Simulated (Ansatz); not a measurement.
InAg3 under pressure

Method: DFT LDA, scalar-relativistic, plane waves, PAW (Ansatz). Settings: 420 eV plane-wave cutoff, Γ-centred 10×10×10 mesh, Fermi-Dirac smearing of 0.15 eV. No spin polarisation. Phonons by linear response, acoustic sum rule imposed.

The cell, relaxed at this level:
```
CELL_PARAMETERS angstrom
4.08688 0.00000 0.00000
0.00000 4.08688 0.00000
0.00000 0.00000 4.08688
ATOMIC_POSITIONS crystal
In 0.00000 0.00000 0.00000
Ag 0.00000 0.50000 0.50000
Ag 0.50000 0.00000 0.50000
Ag 0.50000 0.50000 0.00000
```

In a metal, frequencies and elastic constants depend on the k mesh and the smearing, soft modes and shear constants most.

Optical modes at Γ (cm⁻¹) at zero pressure: 101, 107, 166.

Task: Under hydrostatic pressure the same modes lie at 115, 120, 186 cm⁻¹. What is the pressure, and how much has the cell shrunk?

Result: 6 GPa; the volume is 4.3 % smaller.